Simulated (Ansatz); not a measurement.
GeS:
```
GeS
1.0
   10.19255     0.00000     0.00000
    0.00000     3.64210     0.00000
    0.00000     0.00000     4.09027
Ge S
4 4
Direct
  0.11869   0.25000   0.11878
  0.38131   0.75000   0.61878
  0.88131   0.75000   0.88122
  0.61869   0.25000   0.38122
  0.85293   0.25000   0.49340
  0.64707   0.75000   0.99340
  0.14707   0.75000   0.50660
  0.35293   0.25000   0.00660
```

Relaxed with LDA.

Task: Give the Bader charges and basin volumes of the independent atoms, DFT-LDA in the program Ansatz with PAW potentials.

Result: 

| atom | Bader charge (e) | Bader volume (Å³) |
|---|---|---|
| Ge1 | +0.79 | 16.4 |
| S5 | -0.79 | 21.6 |

Space group Pnma. The cell was relaxed with LDA under the symmetry of its start. A crystal of weakly bound layers computed without a dispersion correction: the cell and the soft elastic constants depend strongly on that.

Potentials: the later of the program's two PAW sets.
